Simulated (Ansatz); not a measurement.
# Rb2ScAuI6 (Fm-3m), kick along a soft mode, then relaxed

Theory: DFT PBEsol, scalar-relativistic, plane waves, PAW in Ansatz 0.2.0. Settings: plane waves to 420 eV, k-mesh 4×4×4 (Γ-centred), Gaussian smearing 0.05 eV. Spin–orbit coupling is left out, which can shift energies with elements as heavy as these. No spin polarisation. Energies are free energies at this smearing, counted from the undisturbed cell; pressure is positive in compression.

Zero of the scan (relaxed at this level; it needn't be the usual structure):

```
Rb Sc Au I
1.0
     0.00000    5.79099    5.79099
     5.79099    0.00000    5.79099
     5.79099    5.79099    0.00000
Rb Sc Au I
2 1 1 6
Direct
  0.75000 0.75000 0.75000
  0.25000 0.25000 0.25000
  0.00000 0.00000 0.00000
  0.50000 0.50000 0.50000
  0.75280 0.24720 0.24720
  0.24720 0.24720 0.75280
  0.24720 0.75280 0.75280
  0.24720 0.75280 0.24720
  0.75280 0.24720 0.75280
  0.75280 0.75280 0.24720
```

The atoms are moved along a zone-centre mode of 30i cm⁻¹ (Å):

| atom | ux | uy | uz |
| --- | --- | --- | --- |
| Rb1 | 0.000 | 0.000 | 0.000 |
| Rb2 | 0.000 | 0.000 | 0.000 |
| Sc3 | 0.000 | 0.000 | 0.000 |
| Au4 | 0.000 | 0.000 | 0.000 |
| I5 | 0.000 | -0.106 | 0.000 |
| I6 | 0.000 | -0.106 | 0.000 |
| I7 | 0.000 | 0.106 | 0.000 |
| I8 | 0.106 | 0.000 | 0.106 |
| I9 | -0.106 | 0.000 | -0.106 |
| I10 | 0.000 | 0.106 | 0.000 |

Cell and atoms are then relaxed.

Does the relaxation return to the undisturbed structure?

No. It ends 38.4 meV/atom below it. The final space group reads C2/m (tolerance 0.01 Å) and the volume changes by 1.79 %.

Final structure:

```
CELL_PARAMETERS angstrom
0.50544 5.43324 6.31559
6.47745 0.34358 6.47745
6.31559 5.43324 0.50544
ATOMIC_POSITIONS crystal
Rb 0.74516 0.75444 0.74516
Rb 0.25484 0.24556 0.25484
Sc 0.00000 0.00000 0.00000
Au 0.50000 0.50000 0.50000
I 0.70735 0.26770 0.18986
I 0.18986 0.26770 0.70735
I 0.29265 0.73230 0.81014
I 0.26284 0.83842 0.26284
I 0.73716 0.16158 0.73716
I 0.81014 0.73230 0.29265
```

The relaxation, step by step (energy from the first step; small jumps at an unchanged geometry come where the plane waves are selected anew for the new cell):

```csv
step,ΔE (meV/atom),largest force component (eV/Å),pressure (GPa)
1,0.0,0.042,-0.05
2,-0.7,0.049,-0.02
3,-1.7,0.055,-0.02
4,-8.8,0.073,-0.09
5,-10.4,0.067,-0.05
6,-15.3,0.090,0.02
7,-16.7,0.105,-0.03
8,-28.3,0.063,0.63
9,-31.4,0.164,0.58
10,-14.0,0.737,-1.14
11,-36.0,0.031,0.03
12,-36.1,0.014,0.00
13,-36.1,0.062,0.06
14,-36.1,0.006,0.01
15,-36.5,0.006,0.03
16,-36.5,0.005,0.03
17,-36.5,0.005,0.03
```

Frames along the relaxation (Å, eV/Å):

```xyz
10
Lattice="0.000 5.791 5.791 5.791 0.000 5.791 5.791 5.791 0.000" Properties=species:S:1:pos:R:3:forces:R:3 pbc="T T T" step=1
Rb    8.686    8.686    8.686   -0.001    0.000   -0.001
Rb    2.895    2.895    2.895    0.001    0.000    0.001
Sc    0.000    0.000    0.000    0.000    0.000    0.000
Au    5.791    5.791    5.791    0.000    0.000    0.000
I     2.863    5.685    5.791   -0.006   -0.042   -0.002
I     5.791    5.685    2.863   -0.002   -0.042   -0.006
I     8.719    5.897    5.791    0.006    0.042    0.002
I     5.897    2.863    5.897    0.040   -0.007    0.040
I     5.685    8.719    5.685   -0.040    0.007   -0.040
I     5.791    5.897    8.719    0.002    0.042    0.006
10
Lattice="0.005 5.780 5.789 5.794 0.000 5.794 5.789 5.780 0.005" Properties=species:S:1:pos:R:3:forces:R:3 pbc="T T T" step=3
Rb    8.690    8.672    8.690   -0.003    0.000   -0.003
Rb    2.897    2.889    2.897    0.003    0.000    0.003
Sc    0.000    0.000    0.000    0.000    0.000    0.000
Au    5.794    5.781    5.794    0.000    0.000    0.000
I     2.866    5.631    5.789   -0.005   -0.055   -0.002
I     5.789    5.631    2.866   -0.002   -0.055   -0.005
I     8.722    5.930    5.798    0.005    0.055    0.002
I     5.942    2.858    5.942    0.052    0.003    0.052
I     5.646    8.704    5.646   -0.052   -0.003   -0.052
I     5.798    5.930    8.722    0.002    0.055    0.005
10
Lattice="0.031 5.736 5.788 5.814 0.005 5.814 5.788 5.736 0.031" Properties=species:S:1:pos:R:3:forces:R:3 pbc="T T T" step=5
Rb    8.719    8.615    8.719   -0.022    0.000   -0.022
Rb    2.915    2.861    2.915    0.022    0.000    0.022
Sc    0.000    0.000    0.000    0.000    0.000    0.000
Au    5.817    5.738    5.817    0.000    0.000    0.000
I     2.884    5.418    5.790   -0.010   -0.067   -0.005
I     5.790    5.418    2.884   -0.005   -0.067   -0.010
I     8.749    6.059    5.844    0.010    0.067    0.005
I     6.128    2.841    6.128    0.046    0.027    0.046
I     5.506    8.636    5.506   -0.046   -0.027   -0.046
I     5.844    6.059    8.749    0.005    0.067    0.010
10
Lattice="0.084 5.656 5.805 5.858 0.031 5.858 5.805 5.656 0.084" Properties=species:S:1:pos:R:3:forces:R:3 pbc="T T T" step=6
Rb    8.762    8.527    8.762   -0.001   -0.001   -0.001
Rb    2.984    2.816    2.984    0.001    0.001    0.001
Sc    0.000    0.000    0.000    0.000    0.000    0.000
Au    5.873    5.671    5.873    0.000    0.000    0.000
I     2.929    5.201    5.809   -0.090    0.004   -0.010
I     5.809    5.201    2.929   -0.010    0.004   -0.090
I     8.817    6.142    5.938    0.090   -0.004    0.010
I     6.319    2.845    6.319   -0.016    0.007   -0.016
I     5.428    8.498    5.428    0.016   -0.007    0.016
I     5.938    6.142    8.817    0.010   -0.004    0.090
10
Lattice="0.223 5.387 6.027 6.114 0.136 6.114 6.027 5.387 0.223" Properties=species:S:1:pos:R:3:forces:R:3 pbc="T T T" step=8
Rb    9.214    8.235    9.214    0.056   -0.007    0.056
Rb    3.150    2.675    3.150   -0.056    0.007   -0.056
Sc    0.000    0.000    0.000    0.000    0.000    0.000
Au    6.182    5.455    6.182    0.000    0.000    0.000
I     3.013    4.895    5.992   -0.052    0.058    0.027
I     5.992    4.895    3.013    0.027    0.058   -0.052
I     9.351    6.015    6.372    0.052   -0.058   -0.027
I     6.723    2.931    6.723    0.063    0.002    0.063
I     5.641    7.979    5.641   -0.063   -0.002   -0.063
I     6.372    6.015    9.351   -0.027   -0.058    0.052
10
Lattice="0.300 5.548 6.239 6.360 0.179 6.360 6.239 5.548 0.300" Properties=species:S:1:pos:R:3:forces:R:3 pbc="T T T" step=10
Rb    9.693    8.453    9.693   -0.090   -0.036   -0.090
Rb    3.205    2.822    3.205    0.090    0.036    0.090
Sc    0.000    0.000    0.000    0.000    0.000    0.000
Au    6.449    5.638    6.449    0.000    0.000    0.000
I     3.111    5.125    6.267    0.066   -0.075   -0.097
I     6.267    5.125    3.111   -0.097   -0.075    0.066
I     9.787    6.151    6.631   -0.066    0.075    0.097
I     7.031    2.997    7.031   -0.210    0.737   -0.210
I     5.867    8.279    5.867    0.210   -0.737    0.210
I     6.631    6.151    9.787    0.097    0.075   -0.066
10
Lattice="0.486 5.433 6.295 6.454 0.328 6.454 6.295 5.433 0.486" Properties=species:S:1:pos:R:3:forces:R:3 pbc="T T T" step=12
Rb    9.928    8.350    9.928   -0.013   -0.003   -0.013
Rb    3.307    2.843    3.307    0.013    0.003    0.013
Sc    0.000    0.000    0.000    0.000    0.000    0.000
Au    6.617    5.596    6.617    0.000    0.000    0.000
I     3.271    4.964    6.280   -0.007   -0.002   -0.009
I     6.280    4.964    3.271   -0.009   -0.002   -0.007
I     9.964    6.229    6.955    0.007    0.002    0.009
I     7.195    3.134    7.195   -0.014    0.000   -0.014
I     6.040    8.059    6.040    0.014    0.000    0.014
I     6.955    6.229    9.964    0.009    0.002    0.007
10
Lattice="0.477 5.425 6.296 6.453 0.320 6.453 6.296 5.425 0.477" Properties=species:S:1:pos:R:3:forces:R:3 pbc="T T T" step=13
Rb    9.909    8.333    9.909    0.006    0.002    0.006
Rb    3.316    2.836    3.316   -0.006   -0.002   -0.006
Sc    0.000    0.000    0.000    0.000    0.000    0.000
Au    6.613    5.585    6.613    0.000    0.000    0.000
I     3.260    4.955    6.277    0.002    0.006    0.000
I     6.277    4.955    3.260    0.000    0.006    0.002
I     9.966    6.214    6.948   -0.002   -0.006    0.000
I     7.185    3.129    7.185    0.023   -0.062    0.023
I     6.040    8.041    6.040   -0.023    0.062   -0.023
I     6.948    6.214    9.966    0.000   -0.006   -0.002
10
Lattice="0.484 5.432 6.297 6.453 0.327 6.453 6.297 5.432 0.484" Properties=species:S:1:pos:R:3:forces:R:3 pbc="T T T" step=15
Rb    9.922    8.349    9.922   -0.004    0.000   -0.004
Rb    3.312    2.843    3.312    0.004    0.000    0.004
Sc    0.000    0.000    0.000    0.000    0.000    0.000
Au    6.617    5.596    6.617    0.000    0.000    0.000
I     3.268    4.964    6.278    0.000    0.000   -0.001
I     6.278    4.964    3.268   -0.001    0.000    0.000
I     9.966    6.228    6.956    0.000    0.000    0.001
I     7.192    3.132    7.192   -0.003    0.006   -0.003
I     6.042    8.060    6.042    0.003   -0.006    0.003
I     6.956    6.228    9.966    0.001    0.000    0.000
10
Lattice="0.505 5.433 6.316 6.477 0.344 6.477 6.316 5.433 0.505" Properties=species:S:1:pos:R:3:forces:R:3 pbc="T T T" step=17
Rb    9.970    8.357    9.970    0.001    0.001    0.001
Rb    3.329    2.854    3.329   -0.001   -0.001   -0.001
Sc    0.000    0.000    0.000    0.000    0.000    0.000
Au    6.649    5.605    6.649    0.000    0.000    0.000
I     3.291    4.967    6.297   -0.004    0.001   -0.002
I     6.297    4.967    3.291   -0.002    0.001   -0.004
I    10.008    6.243    7.001    0.004   -0.001    0.002
I     7.224    3.144    7.224    0.002    0.005    0.002
I     6.075    8.066    6.075   -0.002   -0.005   -0.002
I     7.001    6.243   10.008    0.002   -0.001    0.004
```

Cost: 1 run of about 16 core-minutes, on Arm Neoverse V2 (shared hosts).